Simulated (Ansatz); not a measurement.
Ni (Im-3m): ferro- and antiferromagnetic starts

The geometry is a structure from the Materials Project, repeated to hold the magnetic orders, held fixed and not relaxed.

Functional, mesh and filling: LDA, 11×11×11 k mesh, Fermi–Dirac smearing of 0.05 eV. PAW means Ansatz 0.2.0 on its default frozen-core files; LAPW is all-electron LAPW in Ansatz 0.2.0. Site moments are integrated in spheres about the atoms, whose radii differ between the methods.

The reference run was typed so:

```yaml
crystal:
  lattice:
    - [2.76743094, 0.0, 0.0]
    - [0.0, 2.76743094, 0.0]
    - [0.0, 0.0, 2.76743094]
  atoms:
    - { symbol: Ni, position: [0.0, 0.0, 0.0], spin: 1.5 }
    - { symbol: Ni, position: [0.5, 0.5, 0.5], spin: 1.5 }
magnetization:
  spin_polarized: true
kpoints:
  mp_grid: { grid: [11, 11, 11] }
scf:
  occupations: { method: fermi_dirac, width: 0.05 }
  lower_state_search: "off"
hamiltonian:
  xc: lda
  pseudopotentials: { kind: paw }
output:
  forces: true
  stress: true
  eigenvalues: true
  populations: true
  write_density: true
  write_potential: true
  elf: true
  volumetric_format: npy
```

Command: `ansatz run input.yaml --threads 1 --pin off --max-ram 3072MiB --backend cpu --events-out ev --progress --plain --runs-dir out`

The input for «start Ni1↑ Ni2↓» by LAPW differs from it in these lines, output keys apart:

```diff
-    - { symbol: Ni, position: [0.5, 0.5, 0.5], spin: 1.5 }
+    - { symbol: Ni, position: [0.5, 0.5, 0.5], spin: -1.5 }
-  pseudopotentials: { kind: paw }
+  pseudopotentials: { kind: all_electron, lapw: { basis_error: 0.001 } }
```

Energies count from the run that starts all moments parallel. Patterns list the atoms that start with 0.5 μB or more.

```tsv
start	ΔF PAW (meV/atom)	ΔF LAPW (meV/atom)	largest moment, PAW (μB)	M, PAW (μB/cell)	order at the end, PAW	P, PAW (GPa)
Ni1↑, Ni2↑	0.0	0.0	?	1.03	kept	-10.5
Ni1↑, Ni2↓	+5.1	+5.0	0.00	0.00	moments lost	-12.0
no spin polarisation	+5.1	–	0.00	0.00	–	-12.0
```

**Question.** What belongs in the row "Ni1↑, Ni2↑", column "largest moment, PAW (μB)"?

**Answer.** 0.53.

The lowest of these ends as follows. Site moments (μB): Ni1 0.53, Ni2 0.53. Cell moment 1.03 μB. Orders of other supercells weren't tried and can lie lower.

The PAW files were made with PBE; the program remakes their cores once for the run's functional and then keeps them frozen. The Ansatz runs typed with the search for lower states off end where their start leads. These are results for the start and cell typed. The real compound can order otherwise, in a larger cell, or not at all, since semilocal functionals at zero temperature often overstate magnetism.
